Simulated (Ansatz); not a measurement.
BaSn

```yaml
crystal:
  lattice:
    - [2.68307, -6.36291, 0.00000]
    - [2.68307, 6.36291, 0.00000]
    - [0.00000, 0.00000, 4.71514]
  atoms:
    - { symbol: Ba, position: [0.13558, 0.86442, 0.75000] }
    - { symbol: Ba, position: [0.86442, 0.13558, 0.25000] }
    - { symbol: Sn, position: [0.42794, 0.57206, 0.75000] }
    - { symbol: Sn, position: [0.57206, 0.42794, 0.25000] }
```

Atom numbers follow the list: Ba1, Ba2, Sn3, Sn4.

The cell is the one relaxed in the Materials Project (mp-872), not relaxed further here; entries there can be hypothetical.

No spin–orbit coupling, which matters for the heavy atoms here.

Methods: DFT, LDA, all-electron LAPW, scalar-relativistic (Ansatz 0.2.0); DFT, LDA, PAW with Ansatz's default frozen-core files, scalar-relativistic (Ansatz 0.2.0).

For LAPW: a Γ-centred 8×8×9 k mesh, Fermi–Dirac smearing of 0.03 eV, basis error target 1 meV/atom, no spin polarisation. PAW takes a cutoff of 420 eV at this cell (files made with PBE, cores remade for this functional). The Ansatz runs share mesh, smearing and spin set-up. Values come from LAPW unless marked.

```yaml
Largest_force: 0.098 eV/Å on Ba1
Volume_per_atom: 40.25 Å³
```

Question: Give the computed value. Pressure at this cell.

Answer: -2.66 GPa.

Question: Give the computed value. Löwdin charges (with 0.77 e of the cell spilling out of the atomic basis, so their sizes and signs hang on that basis).

Answer: Ba1 1.56, Sn3 -1.17 e.

Question: Predict this quantity. Stress xx, yy, zz (compression positive).

Answer: -2.78, -2.52, -2.67 GPa.

Question: Bader charges (from the PAW run): what does the calculation give?

Answer: Ba1 +1.06, Sn3 -1.06 e.

Question: Predict this quantity. Band gap.

Answer: None at this level of theory (metallic, semimetallic, or a small gap that the functional closes).

Question: Density of states at the Fermi level (0.2 eV bin): what does the calculation give?

Answer: 1.38 states/eV per cell.
